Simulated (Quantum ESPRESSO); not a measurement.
Parts of the isotropic shielding in HfO2, by PBE GIPAW on JTH datasets (Quantum ESPRESSO, modified build), 22.5 Ha, k-mesh 4×4×4 shifted:

```
CELL_PARAMETERS angstrom
      5.21946     0.00000     0.00000
      0.00000     5.00476     0.00000
      0.00000     0.00000     5.03269
ATOMIC_POSITIONS crystal
  Hf 0.03301 0.26748 0.24144
  Hf 0.96699 0.73252 0.74144
  Hf 0.46699 0.26748 0.74144
  Hf 0.53301 0.73252 0.24144
  O  0.36787 0.07135 0.37927
  O  0.63213 0.92865 0.87927
  O  0.13213 0.07135 0.87927
  O  0.86787 0.92865 0.37927
  O  0.73395 0.46012 0.49229
  O  0.26605 0.53988 0.99229
  O  0.76605 0.46012 0.99229
  O  0.23395 0.53988 0.49229
```
Geometry: a computed entry of the Materials Project; it was not checked against measured cells. It is HfO2 in Pca2₁. Stability against distortions was not tested. The run has no spin polarisation.

The core term is that of the free atom's frozen core; the paramagnetic column sums the reconstruction terms. σ is an absolute shielding without the bulk-susceptibility term: within one crystal shift differences are minus those of σ, between compounds the missing term differs by several ppm. In our sweeps, cutoffs and meshes of this size left a few ppm, and up to some 20 ppm on atoms from Zn on. Spin–orbit coupling is left out; its weight grows with the heaviest atom, Hf here.

```tsv
site	core	bare (smooth current)	diamagnetic correction	paramagnetic corrections	σ_iso (ppm)
O1 (atoms 5, 6, 7, 8)	271.1	-19.6	26.4	___	___
O2 (atoms 9, 10, 11, 12)	271.1	-7.3	26.5	___	___
```

Problem. Some entries are withheld; supply them.

Solution. 
- O1 (atoms 5, 6, 7, 8), paramagnetic corrections: -386.8
- O1 (atoms 5, 6, 7, 8), σ_iso (ppm): -108.9
- O2 (atoms 9, 10, 11, 12), paramagnetic corrections: -347.0
- O2 (atoms 9, 10, 11, 12), σ_iso (ppm): -56.7
